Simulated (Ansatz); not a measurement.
Input:

In₃SbTe₂:
```
In3SbTe2
1.0
   -2.18272     3.07884     6.55488
    2.18272    -3.07884     6.55488
    2.18272     3.07884    -6.55488
In Sb Te
3 1 2
Direct
  0.00000   0.00000   0.00000
  0.65877   0.65877   0.00000
  0.34123   0.34123   0.00000
  0.50000   0.00000   0.50000
  0.17189   0.67189   0.50000
  0.82811   0.32811   0.50000
```

This is the r²SCAN-relaxed structure.

**Question.** All from the program Ansatz at the r²SCAN level (PAW), unless another level is named. Give the electronic character.

**Answer.** metallic (no gap).

**Question.** What about the density of states at the Fermi level?

**Answer.** 0.29 states/eV per atom (mean over ±0.08 eV).

**Question.** What about the formation energy from the elements (no fitted shifts)?

**Answer.** -0.31 eV/atom.

Space group Immm. The workflow started from a Materials Project entry (that database holds measured and hypothetical structures alike); the Crystallography Open Database copy checked does not list it. Whether it is the stable phase at ambient conditions was not checked. Symmetry was held in the r²SCAN relaxation; its stability against distortions is not shown here. The references are the lowest solids computed at this level, not always the standard phases. Scalar-relativistic: spin–orbit coupling is off unless named, which matters more the heavier the elements.

Potentials: the later of the program's two PAW sets.
